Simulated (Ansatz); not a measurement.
This is a relaxation of cell and atoms with Ansatz on an ordered 8-atom cell of Ga₄AsP₃ on the zincblende lattice (R3m); the level of theory is r2SCAN. The starting cell comes from a relaxation with PBE.

```yaml
crystal:
  lattice:
    - [1.9673395237, 1.1358440036, 12.8545898322]
    - [-1.9673395237, 1.1358440036, 12.8545898322]
    - [0.0, -2.2716880072, 12.8545898322]
  atoms:
    - { symbol: P, position: [0.0012348332, 0.0012348332, 0.0012348332] }
    - { symbol: P, position: [0.7500126698, 0.7500126698, 0.7500126698] }
    - { symbol: P, position: [0.4988043304, 0.4988043304, 0.4988043304] }
    - { symbol: As, position: [0.2498896288, 0.2498896288, 0.2498896288] }
    - { symbol: Ga, position: [0.6881055876, 0.6881055876, 0.6881055876] }
    - { symbol: Ga, position: [0.4368802285, 0.4368802285, 0.4368802285] }
    - { symbol: Ga, position: [0.1855985187, 0.1855985187, 0.1855985187] }
    - { symbol: Ga, position: [0.939474203, 0.939474203, 0.939474203] }
kpoints:
  mp_grid: { grid: [8, 8, 8] }
hamiltonian:
  xc: r2scan
scf:
  occupations: { method: fermi_dirac, width: 0.02 }
relax:
  f_tol: 0.005
  cell: {}
```

The trajectory has 5 recorded frames, each with fractional positions and then forces in eV/Å along x, y and z. Some frames, the last among them, repeat a geometry solved again on a basis re-selected at its cell; pressure is positive in compression.

Step 1: energy 0.0 meV/atom from step 1, largest force component 0.060 eV/Å, pressure -2.54 GPa; a = 13.054 Å, b = 13.054 Å, c = 13.054 Å, α = 17.34°, β = 17.34°, γ = 17.34°
```
P  0.0012 0.0012 0.0012     0.000   0.000  -0.014
P  0.7500 0.7500 0.7500     0.000   0.000  -0.010
P  0.4988 0.4988 0.4988     0.000   0.000  -0.004
As 0.2499 0.2499 0.2499     0.000   0.000   0.034
Ga 0.6881 0.6881 0.6881     0.000   0.000   0.008
Ga 0.4369 0.4369 0.4369     0.000   0.000   0.010
Ga 0.1856 0.1856 0.1856     0.000   0.000   0.035
Ga 0.9395 0.9395 0.9395     0.000   0.000  -0.060
```

**Question.** Estimate where the relaxation ends.

**Answer.**
Step 2: energy -5.7 meV/atom from step 1, largest force component 0.050 eV/Å, pressure -0.42 GPa; a = 12.933 Å, b = 12.933 Å, c = 12.933 Å, α = 17.34°, β = 17.34°, γ = 17.34°
```
P  0.0010 0.0010 0.0010     0.000   0.000   0.007
P  0.7500 0.7500 0.7500     0.000   0.000   0.004
P  0.4990 0.4990 0.4990     0.000   0.000  -0.007
As 0.2499 0.2499 0.2499     0.000   0.000  -0.002
Ga 0.6880 0.6880 0.6880     0.000   0.000  -0.001
Ga 0.4370 0.4370 0.4370     0.000   0.000  -0.004
Ga 0.1859 0.1859 0.1859     0.000   0.000  -0.047
Ga 0.9392 0.9392 0.9392     0.000   0.000   0.050
```

Step 3: energy -5.9 meV/atom from step 1, largest force component 0.016 eV/Å, pressure +0.04 GPa; a = 12.910 Å, b = 12.910 Å, c = 12.910 Å, α = 17.34°, β = 17.34°, γ = 17.34°
```
P  0.0012 0.0012 0.0012     0.000   0.000  -0.016
P  0.7500 0.7500 0.7500     0.000   0.000  -0.006
P  0.4988 0.4988 0.4988     0.000   0.000   0.010
As 0.2499 0.2499 0.2499     0.000   0.000   0.015
Ga 0.6881 0.6881 0.6881     0.000   0.000   0.001
Ga 0.4369 0.4369 0.4369     0.000   0.000   0.006
Ga 0.1857 0.1857 0.1857     0.000   0.000   0.006
Ga 0.9394 0.9394 0.9394     0.000   0.000  -0.016
```

Step 4: energy -5.9 meV/atom from step 1, largest force component 0.002 eV/Å, pressure +0.01 GPa; a = 12.912 Å, b = 12.912 Å, c = 12.912 Å, α = 17.34°, β = 17.34°, γ = 17.34°
```
P  0.0011 0.0011 0.0011     0.000   0.000   0.002
P  0.7500 0.7500 0.7500     0.000   0.000   0.001
P  0.4989 0.4989 0.4989     0.000   0.000  -0.001
As 0.2499 0.2499 0.2499     0.000   0.000  -0.001
Ga 0.6881 0.6881 0.6881     0.000   0.000   0.001
Ga 0.4369 0.4369 0.4369     0.000   0.000  -0.002
Ga 0.1857 0.1857 0.1857     0.000   0.000   0.000
Ga 0.9393 0.9393 0.9393     0.000   0.000   0.001
```

Step 5: energy -5.7 meV/atom from step 1, largest force component 0.002 eV/Å, pressure 0.00 GPa; a = 12.912 Å, b = 12.912 Å, c = 12.912 Å, α = 17.34°, β = 17.34°, γ = 17.34°
```
P  0.0011 0.0011 0.0011     0.000   0.000   0.002
P  0.7500 0.7500 0.7500     0.000   0.000   0.001
P  0.4989 0.4989 0.4989     0.000   0.000  -0.001
As 0.2499 0.2499 0.2499     0.000   0.000  -0.001
Ga 0.6881 0.6881 0.6881     0.000   0.000   0.001
Ga 0.4369 0.4369 0.4369     0.000   0.000  -0.002
Ga 0.1857 0.1857 0.1857     0.000   0.000   0.000
Ga 0.9393 0.9393 0.9393     0.000   0.000   0.001
```

In 4 steps the volume changed by -3.2 %; between the first SCF and the last, each on a basis chosen for its cell, the energy fell by 5.7 meV an atom. Final cell: space group R3m (No. 160), trigonal; a = 3.892 Å, c = 38.145 Å in the conventional setting, 20.85 Å³ an atom. Around P lie 4 Ga at 2.36–2.38 Å; around P lie 4 Ga at 2.36–2.37 Å; around As lie 4 Ga at 2.41–2.45 Å; around Ga lie 4 P at 2.36–2.38 Å; around Ga lie 3 P at 2.37 Å and 1 As at 2.45 Å; around Ga lie 1 P at 2.36 Å and 3 As at 2.41 Å.

Command: `ansatz run input.yaml --threads 4 --pin off --max-ram 6451MiB --backend cpu --events-out ev --progress --plain --runs-dir out`. Wall time 110 s on 4 threads of Arm Neoverse V2 (shared host); peak host memory 1.1 GiB.

Note: simulated data, non-magnetic, for a generated structure that need not be the stable one.
